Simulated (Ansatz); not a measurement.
## MnAs: pressure against volume

MnAs, P6_3/mmc, a = 3.575 Å, c = 5.335 Å. The structure is a COD entry; whether it is the stable form wasn't checked. Ansatz: PBEsol, PAW, 420 eV, Γ-centred 12×12×8 mesh on 4 atoms, Gaussian smearing 0.10 eV; collinear spin, largest moment 2.4 μB. Shape and atoms are relaxed at each volume; pressure is positive in compression.

| V (Å³/atom) | P (GPa) |
| --- | --- |
| 12.989 | 17.28 |
| 13.432 | 11.67 |
| 13.875 | 6.89 |
| 14.318 | 2.95 |
| 14.760 | 0.00 |
| 15.203 | -2.62 |
| 15.646 | ? |
| 16.236 | -6.89 |

Task: Take V0 = 14.760 Å³/atom, fit the third-order Birch–Murnaghan form to the other rows, and predict the missing pressure.

Result: With the Eulerian strain f = ½[(V0/V)^(2/3) − 1] and y = P/[3f(1 + 2f)^(5/2)], the form is the line y = B0 + 1.5 B0 (B0′ − 4) f. Rows (f, y): 0.04447, 104.7; 0.03244, 102.5; 0.02104, 98.5; 0.01024, 91.3; -0.00976, 94.0; -0.03078, 87.5. Means f = 0.01128, y = 96.417; Σ(Δf)² = 0.003857, ΣΔfΔy = 0.8552; the slope is their ratio. y = 93.92 + 221.7 f GPa, so B0 = 93.9 GPa and B0′ = 4 + 2 × (221.7)/(3 × 93.92) = 5.57. At V = 15.646, f = -0.01906, y = 89.69 and P = -4.65 GPa. The run gave -4.86 GPa, so the fit is 0.21 GPa too high, within twice the rms miss on the fitted rows (0.11 GPa). Note that the largest moment runs from 1.72 to 2.91 μB along the series.

The largest moment runs from 1.72 to 2.91 μB along the series, so B0 and B0′ hold the change of the moment too.

Only parallel moments were tried here.